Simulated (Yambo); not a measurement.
Yambo run on Cs$_{2}$LiYCl$_{6}$ (space group Fm-3m, No. 225). The wavefunctions are PBEsol (pw.x of Quantum ESPRESSO, ONCV potentials, scalar-relativistic) ones on a 2×2×2 mesh (37 occupied bands); a = b = c = 7.5149 Å, α = β = γ = 60.00°.

Yambo input:

```
rim_cut
gw0
dyson
el_el_corr
HF_and_locXC
ppa
em1d
RandQpts= 1000000
RandGvec= 1 Ry
EXXRLvcs= 74 Ry
VXCRLvcs= 296 Ry
Chimod= "HARTREE"
% BndsRnXp
 3 | 418 |
%
NGsBlkXp= 7 Ry
% LongDrXp
 1.0 | 1.0 | 1.0 |
%
PPAPntXp= 27.2114 eV
% GbndRnge
 1 | 264 |
%
GTermKind= "none"
DysSolver= "n"
ExtendOut
% QPkrange
 1 | 1 | 37 | 38 |
%
```

k points by index: 1 = Γ.

Table of the .qp output:

```
#    K-point    Band    Eo [eV]    E [eV]    E-Eo [eV]    Vxc [eV]    Vnlxc [eV]    Sc|Eo [eV]    Sc|E [eV]    dSc/dw|Eo [eV]    Re(Z)    Im(Z)
#
    1    37    0.000000    -1.500807    -1.500807    -14.27393    -18.72425    2.589685    2.949510    -6.523506    0.806622    -0.001333
    1    38    4.828439    6.537878    1.709439    -11.67260    -6.249162    -3.384733    -3.713995    -5.240868    0.838503    -0.001236
```
(The two width columns are left out.) Convergence of these settings isn't established.

Geometry of the Materials Project entry, not relaxed at this level.
